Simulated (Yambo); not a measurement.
**Optical response of PNO**

```
PNO
1.0
   -2.22378     2.38856     3.50218
    2.22378    -2.38856     3.50218
    2.22378     2.38856    -3.50218
N O P
2 2 2
Direct
  0.00000   0.00000   0.00000
  0.50000   0.71592   0.21592
  0.12288   0.85796   0.48084
  0.87712   0.35796   0.73508
  0.86083   0.96879   0.60796
  0.13917   0.74713   0.10796
```

Yambo, RPA with local fields on LDA bands; 6×6×6 mesh, 59 bands, 3 Ry local-field block, 0.2 eV broadening; field along x.

| E (eV) | Im ε | Re ε | Im ε, independent particles |
|---|---|---|---|
| 0.0 | 0.00 | 2.86 | 0.00 |
| 0.4 | 0.00 | 2.86 | 0.00 |
| 0.8 | 0.00 | 2.86 | 0.01 |
| 1.1 | 0.01 | 2.87 | 0.01 |
| 1.5 | 0.01 | 2.89 | 0.01 |
| 1.9 | 0.01 | 2.91 | 0.02 |
| 2.2 | 0.02 | 2.94 | 0.02 |
| 2.6 | 0.02 | 2.97 | 0.02 |
| 3.0 | 0.02 | 3.01 | 0.03 |
| 3.4 | 0.03 | 3.05 | 0.04 |
| 3.8 | 0.03 | 3.11 | 0.04 |
| 4.1 | 0.04 | 3.18 | 0.05 |
| 4.5 | 0.05 | 3.26 | 0.07 |
| 4.9 | 0.06 | 3.36 | 0.08 |
| 5.2 | 0.08 | 3.49 | 0.11 |
| 5.6 | 0.12 | 3.66 | 0.16 |
| 6.0 | 0.21 | 3.90 | 0.32 |
| 6.4 | 0.41 | 4.13 | 0.62 |
| 6.8 | 0.67 | 4.34 | 0.94 |
| 7.1 | 1.11 | 4.51 | 1.49 |
| 7.5 | 1.40 | 4.72 | 2.03 |
| 7.9 | 2.17 | 4.62 | 3.30 |
| 8.2 | 2.65 | 3.97 | 3.54 |
| 8.6 | 2.70 | 3.67 | 3.46 |
| 9.0 | 2.93 | 3.71 | 4.19 |
| 9.4 | 3.55 | 3.42 | 4.65 |
| 9.8 | 3.83 | 2.51 | 4.57 |
| 10.1 | 3.42 | 1.65 | 3.86 |
| 10.5 | 2.79 | 1.42 | 3.07 |
| 10.9 | 2.62 | 1.57 | 3.02 |
| 11.2 | 2.55 | 1.42 | 3.01 |
| 11.6 | 2.21 | 1.18 | 2.67 |
| 12.0 | 2.15 | 1.32 | 2.68 |
| 12.4 | 1.74 | 1.28 | 2.29 |
| 12.8 | 1.68 | 1.67 | 2.39 |
| 13.1 | 1.88 | 1.92 | 2.83 |
| 13.5 | 2.32 | 1.84 | 3.37 |
| 13.9 | 2.40 | 1.53 | 3.10 |
| 14.2 | 2.43 | 1.37 | 3.07 |
| 14.6 | 2.34 | 1.20 | 2.96 |
| 15.0 | 2.30 | 1.11 | 3.02 |
| 15.4 | 2.26 | 1.14 | 2.85 |
| 15.8 | 2.60 | 1.10 | 3.26 |
| 16.1 | 2.65 | 0.71 | 3.14 |
| 16.5 | 2.66 | 0.27 | 2.86 |
| 16.9 | 2.16 | 0.02 | 2.26 |
| 17.2 | 1.86 | -0.10 | 1.84 |
| 17.6 | 1.65 | 0.01 | 1.65 |
| 18.0 | 1.50 | 0.10 | 1.61 |
| 18.4 | 1.32 | 0.06 | 1.42 |
| 18.8 | 1.23 | 0.23 | 1.30 |
| 19.1 | 1.16 | 0.26 | 1.12 |
| 19.5 | 1.19 | 0.39 | 1.11 |
| 19.9 | 1.21 | 0.33 | 1.05 |

Peak heights and small wiggles depend on the k mesh. Convergence of the RPA response with its 6×6×6 mesh was not tested. No excitonic effects at this level.

Geometry of the Materials Project entry, not relaxed at this level.

The structure is a Materials Project entry; no match was found in the copy of COD used, and its stability was not checked.
